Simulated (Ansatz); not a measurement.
Calculated electric field gradients for BN under strain

The cell is a COD entry, relaxed with PBE at fixed cell and then changed (z compressed by 3 %, ions relaxed).

```xyz
4
Lattice="2.5400 0.0000 0.0000 -1.2700 2.1997 0.0000 0.0000 0.0000 6.4001" Properties=species:S:1:pos:R:3 pbc="T T T"
B     0.0000    1.4665    1.6000
B     1.2700    0.7332    4.8000
N     0.0000    1.4665    4.8000
N     1.2700    0.7332    1.6000
```

Atoms are numbered from 1 in the order listed; like atoms form one site, named after its first atom.

Computed with Ansatz: DFT, PBE, plane waves and PAW, scalar-relativistic, 420 eV cutoff, Γ-centred 13×13×5 k-points, Fermi–Dirac smearing 0.02 eV.

V_zz is the principal component of the electric field gradient with the largest magnitude, η = (V_xx − V_yy)/V_zz and C_Q = eQV_zz/h.

11B: I = 3/2, Q = 40.59 mb; ¹⁴N: I = 1, Q = 20.44 mb. Q values from Pyykkö, Mol. Phys. 116, 1328 (2018).

```csv
site,atoms (order as listed),first shell,"V_xx, V_yy, V_zz (10²¹ V/m²)",η,C_Q (MHz)
B,"1, 2",3 N at 1.47 Å,"-1.38, -1.38, 2.75",0.00,2.70
N,"3, 4",3 B at 1.47 Å,"0.42, 0.42, -0.83",0.00,-0.412
```

An axis of threefold or higher order runs through B and N, so V_zz lies along it and η is zero.

At this changed cell the PBE pressure is -6 GPa.
